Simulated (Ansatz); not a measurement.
## Property card for Zr$_{2}$Ti$_{3}$C$_{5}$

Method: DFT PBE, scalar-relativistic, plane waves, PAW (Ansatz).

Settings: cutoff 420 eV, Γ-centred mesh 12×12×12 on the computed 10-atom cell, Gaussian smearing of 0.10 eV; no spin polarisation.

The structure is relaxed at this level of theory with its symmetry kept, and needn't be the ground state of this composition.

Space group R-3m (No. 166), trigonal, a = 3.184 Å, c = 38.760 Å. Zr has 6 C at 2.31 Å, 9 Zr at 3.18–3.34 Å and 3 Ti at 3.20 Å; Ti on a site of symmetry 3m is surrounded by 6 C at 2.21 Å, 9 Ti at 3.06–3.18 Å and 3 Zr at 3.20 Å; Ti on a site of symmetry -3m has 6 C at 2.21 Å; around C on a site of symmetry 3m lie 6 Ti at 2.21 Å; C on a second site of symmetry 3m is surrounded by 3 Ti at 2.21 Å and 3 Zr at 2.31 Å; C on a site of symmetry -3m is surrounded by 6 Zr at 2.31 Å.

| Quantity | Value |
| --- | --- |
| Volume per atom | 11.34 Å³ |
| Formation energy from the elements' standard states (uncorrected) | -0.782 eV/atom |
| Kohn–Sham band gap | none (metal) |
| Density of states at the Fermi level | 1.4 states/eV per cell |
| Orbital (Löwdin) character within 0.5 eV of the Fermi level | C 2p 51 %, Ti 3d 33 %, Zr 4d 13 % |
| Bader charge by site (e) | Zr (2 in the cell) 1.86, Ti (2 in the cell) 1.70, Ti (1 in the cell) 1.70, C (2 in the cell) -1.70, C (2 in the cell) -1.78, C (1 in the cell) -1.86 |

The cell was found from a structure generator's guess, not taken from experiment. Löwdin shares on free-atom orbitals overweight diffuse shells.
